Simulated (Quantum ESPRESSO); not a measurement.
Zn6AlSe2S5Cl, finding a planted mistake in a log

Computed values, not a measurement. The program is pw.x of Quantum ESPRESSO 7.5 (plane-wave density functional theory). The cell is made up: 15 atoms on a doubled zincblende/diamond lattice with one site empty, with randomly drawn elements, strain and displacements, not relaxed. PseudoDojo standard norm-conserving files (v0.5 for PBE, v0.4.1 for LDA and PBEsol) set the functional; there is no spin polarisation, spin-orbit coupling or dispersion term, and the masses in the input are unused placeholders.

Intended input:

```
&control calculation='scf', pseudo_dir='./dojo.nc.sr.pbe.v0_5.standard.upf', outdir='./o', disk_io='low', tprnfor=.true., tstress=.true. /
&system ibrav=0, nat=15, ntyp=5, nbnd=102, ecutwfc=85.99341389, nosym=.true., tot_charge=0,
 occupations='smearing', smearing='fd', degauss=0.0018374661
/
&electrons conv_thr=7.350e-09, electron_maxstep=60, /
ATOMIC_SPECIES
Al 1.0 Al.upf
Cl 1.0 Cl.upf
S 1.0 S.upf
Se 1.0 Se.upf
Zn 1.0 Zn.upf
CELL_PARAMETERS angstrom
5.4374 -0.0417 -0.0737
-0.0417 5.397 0.0013
-0.1474 0.0025 11.1307
ATOMIC_POSITIONS angstrom
Zn 0.0476 -0.0586 -0.0315
Zn -0.2074 2.6246 2.6754
Zn 2.5877 0.0311 2.7773
Zn 2.6042 2.6388 -0.0283
Al 0.0071 -0.153 5.7206
Zn -0.2 2.5286 8.3233
Zn 2.5508 2.652 5.5708
Se 1.3451 1.3815 1.4092
S 1.4292 4.0006 4.2282
S 3.8888 1.2231 3.9786
S 3.9334 4.1223 1.5087
S 1.2849 1.2066 6.9454
Cl 1.2283 4.2656 9.7082
Se 3.8321 1.2529 9.6106
S 3.9426 3.9439 7.05
K_POINTS automatic
4 4 2 1 1 1
```

The log is shortened where brackets say so; the opening notice, blank lines, dates and the lines on written files are dropped, and the path of the files is cut. It prints rydbergs, bohrs and kilobars, and counts compression as positive stress. Where no state is partly filled, the Fermi energy that it prints is only some level between the filled and the empty states on the mesh, and need not lie in the true gap.

Log of the intended run:

```
     Program PWSCF v.7.5
     Parallel version (MPI & OpenMP), running on       4 processor cores
     Number of MPI processes:                 4
     Threads/MPI process:                     1
     [start-up lines left out]
     bravais-lattice index     =            0
     lattice parameter (alat)  =      10.2764  a.u.
     unit-cell volume          =    2203.7335 (a.u.)^3
     number of atoms/cell      =           15
     number of atomic types    =            5
     number of electrons       =       192.00
     number of Kohn-Sham states=          102
     kinetic-energy cutoff     =      85.9934  Ry
     charge density cutoff     =     343.9737  Ry
     scf convergence threshold =      7.3E-09
     mixing beta               =       0.7000
     number of iterations used =            8  plain     mixing
     Exchange-correlation= PBE
                           (   1   4   3   4   0   0   0)
     [axes and pseudopotential details left out]
   Cartesian axes
     site n.     atom                  positions (alat units)
         1        Zn     tau(   1) = (   0.0087531  -0.0107759  -0.0057925  )
         2        Zn     tau(   2) = (  -0.0381386   0.4826354   0.4919770  )
         3        Zn     tau(   3) = (   0.4758499   0.0057190   0.5107153  )
         4        Zn     tau(   4) = (   0.4788841   0.4852466  -0.0052041  )
         5        Al     tau(   5) = (   0.0013056  -0.0281350   1.0519562  )
         6        Zn     tau(   6) = (  -0.0367778   0.4649821   1.5305644  )
         7        Zn     tau(   7) = (   0.4690644   0.4876740   1.0244096  )
         8        Se     tau(   8) = (   0.2473493   0.2540428   0.2591366  )
         9        S      tau(   9) = (   0.2628143   0.7356669   0.7775200  )
        10        S      tau(  10) = (   0.7151080   0.2249148   0.7316213  )
        11        S      tau(  11) = (   0.7233095   0.7580462   0.2774335  )
        12        S      tau(  12) = (   0.2362791   0.2218806   1.2771836  )
        13        Cl     tau(  13) = (   0.2258710   0.7843975   1.7852325  )
        14        Se     tau(  14) = (   0.7046815   0.2303947   1.7672849  )
        15        S      tau(  15) = (   0.7250013   0.7252403   1.2964184  )
     number of k points=    16  Fermi-Dirac smearing, width (Ry)=  0.0018
                       cart. coord. in units 2pi/alat
        k(    1) = (   0.1276665   0.1269076   0.1238031), wk =   0.1250000
        k(    2) = (   0.1243551   0.1269408  -0.1205227), wk =   0.1250000
     [further k points left out]
     Dense  grid:   237393 G-vectors     FFT dimensions: (  64,  64, 125)
     Estimated max dynamical RAM per process >     710.56 MB
     Estimated total dynamical RAM >       2.61 GB
     Initial potential from superposition of free atoms
     starting charge     191.9964, renormalised to     192.0000
     Starting wfcs are  106 randomized atomic wfcs
     total cpu time spent up to now is        7.8 secs
     per-process dynamical memory:   474.5 Mb
     Self-consistent Calculation
     iteration #  1     ecut=    85.99 Ry     beta= 0.70
     Davidson diagonalization with overlap
     ethr =  1.00E-02,  avg # of iterations =  4.0
     Threshold (ethr) on eigenvalues was too large:
     Diagonalizing with lowered threshold
     Davidson diagonalization with overlap
     ethr =  4.66E-04,  avg # of iterations =  2.0
     total cpu time spent up to now is       44.8 secs
     total energy              =   -3141.34856894 Ry
     estimated scf accuracy    <       0.84620662 Ry
     iteration #  2     ecut=    85.99 Ry     beta= 0.70
     Davidson diagonalization with overlap
     ethr =  4.41E-04,  avg # of iterations =  7.5
     total cpu time spent up to now is       68.0 secs
     total energy              =   -3141.51911117 Ry
     estimated scf accuracy    <       0.74087062 Ry
     [iterations 3 to 10 left out]
     iteration # 11     ecut=    85.99 Ry     beta= 0.70
     Davidson diagonalization with overlap
     ethr =  5.21E-11,  avg # of iterations =  3.1
     total cpu time spent up to now is      267.7 secs
     total energy              =   -3141.70353887 Ry
     estimated scf accuracy    <          7.5E-09 Ry
     iteration # 12     ecut=    85.99 Ry     beta= 0.70
     Davidson diagonalization with overlap
     ethr =  3.90E-12,  avg # of iterations =  3.0
     total cpu time spent up to now is      294.4 secs
     End of self-consistent calculation
     [lines on levels left out]
     the Fermi energy is     7.1283 ev
!    total energy              =   -3141.70353888 Ry
     estimated scf accuracy    <          2.3E-09 Ry
     smearing contrib. (-TS)   =      -0.00000000 Ry
     internal energy E=F+TS    =   -3141.70353888 Ry
     The total energy is F=E-TS. E is the sum of the following terms:
     one-electron contribution =   -2932.51268799 Ry
     hartree contribution      =    1498.16737957 Ry
     xc contribution           =    -409.16300173 Ry
     ewald contribution        =   -1298.19522872 Ry
     convergence has been achieved in  12 iterations
     Forces acting on atoms (cartesian axes, Ry/au):
     atom    1 type  5   force =    -0.05381600    0.01597752    0.01590304
     atom    2 type  5   force =    -0.00964228    0.01745337    0.03180578
     atom    3 type  5   force =    -0.00434297   -0.05053953   -0.00116557
     atom    4 type  5   force =     0.05827235    0.03082176   -0.02284214
     atom    5 type  1   force =    -0.02852884   -0.00727773   -0.01183676
     atom    6 type  5   force =     0.01357160   -0.00003674   -0.02769328
     atom    7 type  5   force =     0.03433533   -0.02835606    0.02743796
     atom    8 type  4   force =    -0.04290721   -0.00429889   -0.00908773
     atom    9 type  3   force =    -0.07897155    0.02180746   -0.01149896
     atom   10 type  3   force =     0.07670184    0.03441627    0.09368219
     atom   11 type  3   force =     0.01629248   -0.02148423   -0.05270579
     atom   12 type  3   force =    -0.00285858    0.01070214   -0.00059218
     atom   13 type  2   force =     0.01546344   -0.03556552   -0.00670455
     atom   14 type  4   force =    -0.01349448   -0.01116062    0.02590247
     atom   15 type  3   force =     0.01992485    0.02754081   -0.05060446
     Total force =     0.226827     Total SCF correction =     0.000211
     Computing stress (Cartesian axis) and pressure
          total   stress  (Ry/bohr**3)                   (kbar)     P=       15.23
   0.00010509   0.00001573   0.00008460           15.46        2.31       12.45
   0.00001573   0.00013774  -0.00001570            2.31       20.26       -2.31
   0.00008460  -0.00001570   0.00006768           12.45       -2.31        9.96
     init_run     :      7.23s CPU      7.72s WALL (       1 calls)
     electrons    :    279.51s CPU    286.71s WALL (       1 calls)
     forces       :      5.41s CPU      5.49s WALL (       1 calls)
     stress       :     14.18s CPU     14.47s WALL (       1 calls)
     [timing details left out]
     PWSCF        :   5m 6.53s CPU   5m14.74s WALL
     JOB DONE.
```

A second run was made from an input with one planted mistake. Its log:

```
     Program PWSCF v.7.5
     Parallel version (MPI & OpenMP), running on       4 processor cores
     Number of MPI processes:                 4
     Threads/MPI process:                     1
     [start-up lines left out]
     bravais-lattice index     =            0
     lattice parameter (alat)  =      10.2764  a.u.
     unit-cell volume          =    2203.7335 (a.u.)^3
     number of atoms/cell      =           15
     number of atomic types    =            5
     number of electrons       =       192.00
     number of Kohn-Sham states=          102
     kinetic-energy cutoff     =      57.9904  Ry
     charge density cutoff     =     231.9617  Ry
     scf convergence threshold =      7.3E-09
     mixing beta               =       0.7000
     number of iterations used =            8  plain     mixing
     Exchange-correlation= PBE
                           (   1   4   3   4   0   0   0)
     [axes and pseudopotential details left out]
   Cartesian axes
     site n.     atom                  positions (alat units)
         1        Zn     tau(   1) = (   0.0087531  -0.0107759  -0.0057925  )
         2        Zn     tau(   2) = (  -0.0381386   0.4826354   0.4919770  )
         3        Zn     tau(   3) = (   0.4758499   0.0057190   0.5107153  )
         4        Zn     tau(   4) = (   0.4788841   0.4852466  -0.0052041  )
         5        Al     tau(   5) = (   0.0013056  -0.0281350   1.0519562  )
         6        Zn     tau(   6) = (  -0.0367778   0.4649821   1.5305644  )
         7        Zn     tau(   7) = (   0.4690644   0.4876740   1.0244096  )
         8        Se     tau(   8) = (   0.2473493   0.2540428   0.2591366  )
         9        S      tau(   9) = (   0.2628143   0.7356669   0.7775200  )
        10        S      tau(  10) = (   0.7151080   0.2249148   0.7316213  )
        11        S      tau(  11) = (   0.7233095   0.7580462   0.2774335  )
        12        S      tau(  12) = (   0.2362791   0.2218806   1.2771836  )
        13        Cl     tau(  13) = (   0.2258710   0.7843975   1.7852325  )
        14        Se     tau(  14) = (   0.7046815   0.2303947   1.7672849  )
        15        S      tau(  15) = (   0.7250013   0.7252403   1.2964184  )
     number of k points=    16  Fermi-Dirac smearing, width (Ry)=  0.0018
                       cart. coord. in units 2pi/alat
        k(    1) = (   0.1276665   0.1269076   0.1238031), wk =   0.1250000
        k(    2) = (   0.1243551   0.1269408  -0.1205227), wk =   0.1250000
     [further k points left out]
     Dense  grid:   131447 G-vectors     FFT dimensions: (  50,  50, 108)
     Estimated max dynamical RAM per process >     395.59 MB
     Estimated total dynamical RAM >       1.45 GB
     Check: negative core charge=   -0.000035
     Initial potential from superposition of free atoms
     starting charge     191.9964, renormalised to     192.0000
     Starting wfcs are  106 randomized atomic wfcs
     total cpu time spent up to now is        6.0 secs
     per-process dynamical memory:   256.1 Mb
     Self-consistent Calculation
     iteration #  1     ecut=    57.99 Ry     beta= 0.70
     Davidson diagonalization with overlap
     ethr =  1.00E-02,  avg # of iterations =  4.1
     Threshold (ethr) on eigenvalues was too large:
     Diagonalizing with lowered threshold
     Davidson diagonalization with overlap
     ethr =  5.16E-04,  avg # of iterations =  1.9
     total cpu time spent up to now is       26.4 secs
     total energy              =   -3140.29571134 Ry
     estimated scf accuracy    <       0.95565110 Ry
     iteration #  2     ecut=    57.99 Ry     beta= 0.70
     Davidson diagonalization with overlap
     ethr =  4.98E-04,  avg # of iterations =  7.2
     total cpu time spent up to now is       39.5 secs
     total energy              =   -3140.50300412 Ry
     estimated scf accuracy    <       0.84182252 Ry
     [iterations 3 to 10 left out]
     iteration # 11     ecut=    57.99 Ry     beta= 0.70
     Davidson diagonalization with overlap
     ethr =  5.63E-11,  avg # of iterations =  3.3
     total cpu time spent up to now is      147.0 secs
     total energy              =   -3140.70738712 Ry
     estimated scf accuracy    <       0.00000001 Ry
     iteration # 12     ecut=    57.99 Ry     beta= 0.70
     Davidson diagonalization with overlap
     ethr =  6.15E-12,  avg # of iterations =  3.0
     total cpu time spent up to now is      158.4 secs
     End of self-consistent calculation
     [lines on levels left out]
     the Fermi energy is     7.1130 ev
!    total energy              =   -3140.70738712 Ry
     estimated scf accuracy    <          3.8E-09 Ry
     smearing contrib. (-TS)   =      -0.00000000 Ry
     internal energy E=F+TS    =   -3140.70738712 Ry
     The total energy is F=E-TS. E is the sum of the following terms:
     one-electron contribution =   -2928.79977335 Ry
     hartree contribution      =    1495.02223510 Ry
     xc contribution           =    -408.73462015 Ry
     ewald contribution        =   -1298.19522873 Ry
     convergence has been achieved in  12 iterations
     Forces acting on atoms (cartesian axes, Ry/au):
     atom    1 type  5   force =    -0.05320866    0.01584883    0.01603945
     atom    2 type  5   force =    -0.00976595    0.01718666    0.03077319
     atom    3 type  5   force =    -0.00483682   -0.04882646   -0.00200090
     atom    4 type  5   force =     0.05737148    0.02955047   -0.02130940
     atom    5 type  1   force =    -0.02864841   -0.00731317   -0.01182367
     atom    6 type  5   force =     0.01274306   -0.00072843   -0.02703282
     atom    7 type  5   force =     0.03484545   -0.02869479    0.02770253
     atom    8 type  4   force =    -0.04143280   -0.00372045   -0.00867497
     atom    9 type  3   force =    -0.07903844    0.02174308   -0.01126103
     atom   10 type  3   force =     0.07640815    0.03405861    0.09340511
     atom   11 type  3   force =     0.01621223   -0.02158343   -0.05258386
     atom   12 type  3   force =    -0.00300220    0.01051263   -0.00062969
     atom   13 type  2   force =     0.01523806   -0.03534559   -0.00660294
     atom   14 type  4   force =    -0.01280315   -0.01022616    0.02450770
     atom   15 type  3   force =     0.01991799    0.02753818   -0.05050870
     Total force =     0.224743     Total SCF correction =     0.000232
     Computing stress (Cartesian axis) and pressure
          total   stress  (Ry/bohr**3)                   (kbar)     P=     -585.05
  -0.00397068   0.00001672   0.00008165         -584.11        2.46       12.01
   0.00001672  -0.00395193  -0.00001771            2.46     -581.35       -2.61
   0.00008165  -0.00001771  -0.00400857           12.01       -2.61     -589.68
     init_run     :      4.49s CPU      4.70s WALL (       1 calls)
     electrons    :    149.59s CPU    152.44s WALL (       1 calls)
     forces       :      2.60s CPU      2.64s WALL (       1 calls)
     stress       :      8.96s CPU      9.09s WALL (       1 calls)
     [timing details left out]
     PWSCF        :   2m47.03s CPU   2m50.35s WALL
     JOB DONE.
```

Question: what was wrong in the second input?

Answer: the plane-wave cutoff is too low. The input lines that differ, file-writing options aside:

```
- &system ibrav=0, nat=15, ntyp=5, nbnd=102, ecutwfc=85.99341389, nosym=.true., tot_charge=0,
+ &system ibrav=0, nat=15, ntyp=5, nbnd=102, ecutwfc=57.99043039, nosym=.true., tot_charge=0,
```

```
                                            intended run  run with the mistake
                          free energy (eV)    -42745.054            -42731.501
                    smearing term -TS (eV)        0.0000                0.0000
                            pressure (GPa)          1.52                -58.50
            largest force component (eV/Å)         2.409                 2.402
largest change of a force component (eV/Å)                               0.044
                                iterations            12                    12
```

For scale, a rerun of the intended cell at 1467 eV and a 6 x 6 x 4 mesh moved values by no more than 0.004 eV in energy, 0.02 GPa in stress and 0.002 eV/Å in force.